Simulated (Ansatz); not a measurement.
Relaxation of a randomly generated symmetric cell of NiS (space group No. 123); 2 atoms in the cell, which starts as P4/mmm (No. 123), tP2; a = b = 3.995 Å, c = 1.925 Å, α = β = γ = 90.00°. The numbers are results of PBE (plane waves to 420 eV, PAW, scalar-relativistic; Ansatz, a first-principles code), not measurements. Γ-centred k-mesh 6×6×12 on the run's cell (coarser than for final values), Fermi–Dirac smearing 0.05 eV. This is the first round of the run. Spin-polarised start, with parallel moments on Ni.

The optimiser's lines from the output (shortened; P is positive under compression):

```
relax step   1: F+E_penalty+E_count = -6738.38769799 eV  Δ(F+E_penalty+E_count) = +0.000e0 eV  max|allowed force component| = 9.466e-30 eV/Å  Δτ_max = 0.0000 Å  P = +26.596 GPa  Ω = 30.717 Å³  (14 SCF iters, dr2 threshold 1.00e-7 eV, accepted)
relax step   2: F+E_penalty+E_count = -6739.21068990 eV  Δ(F+E_penalty+E_count) = -8.230e-1 eV  max|allowed force component| = 3.254e-29 eV/Å  Δτ_max = 0.0000 Å  P = +11.994 GPa  Ω = 31.565 Å³  (10 SCF iters, dr2 threshold 2.00e-7 eV, accepted)
relax step   3: F+E_penalty+E_count = -6739.93627219 eV  Δ(F+E_penalty+E_count) = -7.256e-1 eV  max|allowed force component| = 2.012e-28 eV/Å  Δτ_max = 0.0000 Å  P = +3.788 GPa  Ω = 31.065 Å³  (12 SCF iters, dr2 threshold 2.00e-7 eV, accepted)
relax step   4: F+E_penalty+E_count = -6740.60009458 eV  Δ(F+E_penalty+E_count) = -6.638e-1 eV  max|allowed force component| = 7.573e-29 eV/Å  Δτ_max = 0.0000 Å  P = -1.092 GPa  Ω = 29.821 Å³  (14 SCF iters, dr2 threshold 2.00e-7 eV, accepted)
relax step   5: F+E_penalty+E_count = -6741.19480096 eV  Δ(F+E_penalty+E_count) = -5.947e-1 eV  max|allowed force component| = 4.970e-29 eV/Å  Δτ_max = 0.0000 Å  P = -2.289 GPa  Ω = 27.839 Å³  (11 SCF iters, dr2 threshold 2.00e-7 eV, accepted)
relax step   6: F+E_penalty+E_count = -6741.50642820 eV  Δ(F+E_penalty+E_count) = -3.116e-1 eV  max|allowed force component| = 2.043e-28 eV/Å  Δτ_max = 0.0000 Å  P = -0.958 GPa  Ω = 26.473 Å³  (12 SCF iters, dr2 threshold 2.00e-7 eV, accepted)
relax step   7: F+E_penalty+E_count = -6741.55800133 eV  Δ(F+E_penalty+E_count) = -5.157e-2 eV  max|allowed force component| = 4.970e-29 eV/Å  Δτ_max = 0.0000 Å  P = -0.823 GPa  Ω = 26.072 Å³  (9 SCF iters, dr2 threshold 2.00e-7 eV, accepted)
relax step   8: F+E_penalty+E_count = -6741.56273702 eV  Δ(F+E_penalty+E_count) = -4.736e-3 eV  max|allowed force component| = 2.662e-29 eV/Å  Δτ_max = 0.0000 Å  P = +0.796 GPa  Ω = 25.886 Å³  (9 SCF iters, dr2 threshold 2.00e-7 eV, accepted)
relax step   9: F+E_penalty+E_count = -6741.56329385 eV  Δ(F+E_penalty+E_count) = -5.568e-4 eV  max|allowed force component| = 8.640e-30 eV/Å  Δτ_max = 0.0000 Å  P = +0.034 GPa  Ω = 25.994 Å³  (8 SCF iters, dr2 threshold 2.00e-7 eV, accepted)
relax step  10: F+E_penalty+E_count = -6741.56329171 eV  Δ(F+E_penalty+E_count) = +2.142e-6 eV  max|allowed force component| = 4.970e-29 eV/Å  Δτ_max = 0.0000 Å  P = -0.000 GPa  Ω = 25.999 Å³  (6 SCF iters, dr2 threshold 1.03e-8 eV, accepted)
relax step  11: F+E_penalty+E_count = -6741.66728229 eV  Δ(F+E_penalty+E_count) = -1.040e-1 eV  max|allowed force component| = 7.652e-29 eV/Å  Δτ_max = 0.0000 Å  P = +4.453 GPa  Ω = 25.999 Å³  stress off target by 1.28e1 GPa  SCF on the basis re-selected at this cell (its energy is not comparable with the rows above)  (12 SCF iters)
relax step  12: F+E_penalty+E_count = -6741.70613213 eV  Δ(F+E_penalty+E_count) = -3.885e-2 eV  max|allowed force component| = 1.341e-29 eV/Å  Δτ_max = 0.0000 Å  P = +2.494 GPa  Ω = 26.534 Å³  (9 SCF iters, dr2 threshold 2.00e-7 eV, accepted)
relax step  13: F+E_penalty+E_count = -6741.72303691 eV  Δ(F+E_penalty+E_count) = -1.690e-2 eV  max|allowed force component| = 1.164e-29 eV/Å  Δτ_max = 0.0000 Å  P = +0.446 GPa  Ω = 27.184 Å³  (9 SCF iters, dr2 threshold 2.00e-7 eV, accepted)
relax step  14: F+E_penalty+E_count = -6741.72444263 eV  Δ(F+E_penalty+E_count) = -1.406e-3 eV  max|allowed force component| = 1.341e-29 eV/Å  Δτ_max = 0.0000 Å  P = +0.122 GPa  Ω = 27.356 Å³  (9 SCF iters, dr2 threshold 2.00e-7 eV, accepted)
relax step  15: F+E_penalty+E_count = -6741.72450035 eV  Δ(F+E_penalty+E_count) = -5.772e-5 eV  max|allowed force component| = 5.049e-29 eV/Å  Δτ_max = 0.0000 Å  P = +0.002 GPa  Ω = 27.408 Å³  (8 SCF iters, dr2 threshold 2.00e-7 eV, accepted)
relax step  16: F+E_penalty+E_count = -6741.72450031 eV  Δ(F+E_penalty+E_count) = +4.555e-8 eV  max|allowed force component| = 1.972e-31 eV/Å  Δτ_max = 0.0000 Å  P = +0.001 GPa  Ω = 27.411 Å³  (6 SCF iters, dr2 threshold 1.21e-9 eV, accepted)
relax step  17: F+E_penalty+E_count = -6741.72502517 eV  Δ(F+E_penalty+E_count) = -5.249e-4 eV  max|allowed force component| = 6.508e-30 eV/Å  Δτ_max = 0.0000 Å  P = +0.039 GPa  Ω = 27.411 Å³  stress off target by 1.13e-1 GPa  SCF on the basis re-selected at this cell (its energy is not comparable with the rows above)  (13 SCF iters)
relax step  18: F+E_penalty+E_count = -6741.72502964 eV  Δ(F+E_penalty+E_count) = -4.469e-6 eV  max|allowed force component| = 2.998e-29 eV/Å  Δτ_max = 0.0000 Å  P = -0.011 GPa  Ω = 27.432 Å³  (7 SCF iters, dr2 threshold 3.20e-8 eV, accepted)
relax step  19: F+E_penalty+E_count = -6741.72503221 eV  Δ(F+E_penalty+E_count) = -2.569e-6 eV  max|allowed force component| = 0.000e0 eV/Å  Δτ_max = 0.0000 Å  P = -0.010 GPa  Ω = 27.432 Å³  stress off target by 1.56e-2 GPa  SCF on the basis re-selected at this cell (its energy is not comparable with the rows above)  (8 SCF iters)
```

From the first to the last row the energy changes by -1.67 eV/atom and the volume by -10.7 %. The last row is marked as not comparable with the walk above it, whose basis was carried along; it does compare with step 1, since both stand on a basis selected at the nominal cutoff for their own cell.

Energy and pressure jump between steps 10 and 11 at one geometry, where the plane-wave basis was selected anew. While the cell walks, the set of plane waves is carried along, so its effective cutoff drifts with the strain; re-selecting it at 420 eV moved the energy by -0.052 eV/atom and the pressure by 4.5 GPa. Only step 1 and rows on a re-selected basis compare with each other.

Later rounds, restarted from the end of this one on a renewed k-mesh, logged 11 more steps and released under 0.01 eV/atom more. The final structure after all rounds: P4/mmm (No. 123), tP2; a = 3.2317 Å, b = 3.2317 Å, c = 2.6494 Å, α = 90.00°, β = 90.00°, γ = 90.00°. Between re-selections the logged energies stand on a plane-wave basis carried along with the cell. No spin polarisation in the result: the starting moments vanished. A magnetic state may lie lower.

The run could not lose the symmetry of its start: the end is stationary, and may be a saddle point rather than a minimum.

All atoms sit on sites fixed by symmetry, so only the cell could relax.

The relaxed structure here is a generated cell of NiS: the first start was made by a random draw of sites in a space group, and the end was not matched to a known phase here, so it may be hypothetical. Known forms of NiS include space group No. 160.
